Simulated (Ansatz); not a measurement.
LuAlN₂ (Pna2_1), relaxed with PBE (Ansatz, a quantum-chemistry and plane-wave program, plane waves, PAW): a = 5.909 Å, b = 6.941 Å, c = 5.225 Å, α = 90.00°, β = 90.00°, γ = 90.00°.

| Property | Value |
|---|---|
| gap (eV) | 2.91 |
| ΔH_f (eV/atom) | -1.39 |
| electron conductivity mass (mₑ) | 0.29 |

Q: The same phase is relaxed and computed with r²SCAN in the same code. What are the cell and these values now?

A: a = 5.869 Å, b = 6.903 Å, c = 5.177 Å, α = 90.00°, β = 90.00°, γ = 90.00°.

- gap (eV) = 3.28
- ΔH_f (eV/atom) = -1.67
- electron conductivity mass (mₑ) = 0.85

Typed or built starts, not in the databases checked: LuAlN2, Pna2_1 (Lu on 4a, Al on 4a, N on 4a, N on 4a). All cells were relaxed under the symmetry of their starts (and spin orders); stability against distortions was not tested throughout. Spin–orbit coupling is left out wherever it is not named.

Potentials: the earlier of the program's two PAW sets.

Ansatz is a plane-wave DFT program.

Formation energies count from the lowest solids of the elements computed at the same level, not from gases.
